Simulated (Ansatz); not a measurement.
Relaxed-ion elastic tensor of Mo (bcc (W type), space group No. 229) in GPa (Voigt order), plane-wave PAW r²SCAN+D4 (Ansatz code); density 10.26 g/cm³, 15.53 Å³ per atom.

```
501  165  165  0.0  0.0  0.0
165  501  165  0.0  0.0  0.0
165  165  501  0.0  0.0  0.0
0.0  0.0  0.0  108  0.0  0.0
0.0  0.0  0.0  0.0  108  0.0
0.0  0.0  0.0  0.0  0.0  108
```

Is the crystal mechanically stable?

Yes: the smallest eigenvalue of C is 108 GPa.

Work out the Voigt, Reuss and Hill averages.

K_V = 277, K_R = 277, K_H = 277; G_V = 132, G_R = 126, G_H = 129 GPa.

Give Young's modulus, Poisson's ratio, Pugh's ratio and the universal anisotropy index.

E = 9KG/(3K + G) = 335 GPa; ν = 0.30; K/G = 2.14 (ductile by the Pugh limit of 1.75); A_U = 5G_V/G_R + K_V/K_R − 6 = 0.24.

Estimate the sound speeds and the Debye temperature.

v_l = √((K + 4G/3)/ρ) = 6620 m/s, v_t = √(G/ρ) = 3550 m/s, mean 3960 m/s; Θ = (h/k)(3n/4πV)^(1/3) v_m = 473 K.

Give the Zener ratio and Young's modulus along [100], [110] and [111].

A = 2C44/(C11 − C12) = 0.64; 1/E = S11 − 2(S11 − S12 − S44/2)Γ with Γ = 0, 1/4, 1/3 gives 420, 311, 287 GPa.

Space group Im-3m (bcc (W type)). The cell was relaxed with r²SCAN+D4 under the symmetry of its start. The run is not spin-polarised. The pairwise dispersion correction was not fitted to metals. As this level gives no gap, shear constants depend on the k-mesh and smearing (Fermi–Dirac, 0.1 eV here).

Potentials: the later of the program's two PAW sets.
